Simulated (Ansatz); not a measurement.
# MgS: moving S off its site

MgS, Fm-3m, a = 5.203 Å (as given, not relaxed at this level: -3.3 GPa). Ansatz: LDA, PAW, 420 eV, Γ-centred 8×8×8 mesh on 2 atoms, Gaussian smearing 0.05 eV; no spin polarisation.

```yaml
crystal:
  lattice:
    - [0.00000, 2.60165, 2.60165]
    - [2.60165, 0.00000, 2.60165]
    - [2.60165, 2.60165, 0.00000]
  atoms:
    - { symbol: Mg, position: [0.00000, 0.00000, 0.00000] }
    - { symbol: S, position: [0.50000, 0.50000, 0.50000] }
```

Atom 2 (S) moves by x along the unit vector (0.000, 0.000, -1.000), with its periodic images; all else is held. y is the free energy of the cell over the start, F the force along the path summed over the moved atoms. Symmetry makes y even in x.

```
 x (Å) y (meV) F (eV/Å)
-0.200    56.75      0.64
-0.100    12.92      0.27
 0.000     0.00      0.00
 0.025     0.78     -0.06
 0.050     3.15     -0.13
 0.075        ?         ?
 0.125    20.56     -0.35
 0.150    30.25     -0.43
 0.175    42.23     -0.53
```

Q: Fit y = c2 x² + c4 x⁴ to the energies of the other rows, give the force constant, and predict energy and force of the missing row.

A: Least squares on the rows shown. y = 1249.4 x² + 4232.0 x⁴. The force constant is 2 c2 = 2.50 eV/Å², for the cell as given, at -3.3 GPa (for all images moving together, not for a lone atom). With two atoms in a cubic cell this is the optical mode at Γ without the LO field: ω = 521.5 √(2 c2/μ) = 222 cm⁻¹ for μ = 13.82 u. The force −dy/dx at the missing row is -0.19 eV/Å (computed -0.19). At x = 0.075 the fit asked for gives 7.16 meV. The run gave 7.16 meV, the same to the digits shown.